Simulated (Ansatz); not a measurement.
Problem. Name crystals whose computed values (the program Ansatz at the PBEsol level (PAW)) fall in these windows: Θ_D (K) 180 to 210; B₀ by P(V) fit (GPa) 43 to 58.

Solution. 

```csv
crystal,Θ_D (K),B₀ by P(V) fit (GPa)
"InSb, Cmcm (In on 4c, Sb on 4c)",197,49.7
"LaBi, rock salt",186,52.6
"La3In, Cu3Au type",189,43.6
"RbHgF3, cubic perovskite",198,57.5
"TePb2S, R-3m (Te on 3b, Pb on 6c, S on 3a)",203,51.5
```
Others may fit too.

Not the usual ambient phase: InSb, Cmcm (In on 4c, Sb on 4c). Standing as an ambient phase not checked: LaBi, rock salt; La3In, Cu3Au type; RbHgF3, cubic perovskite; TePb2S, R-3m (Te on 3b, Pb on 6c, S on 3a). All cells were relaxed under the symmetry of their starts (and spin orders); stability against distortions was not tested throughout. Scalar-relativistic: spin–orbit coupling is off unless named, which matters more the heavier the elements.

Potentials: the later of the program's two PAW sets.
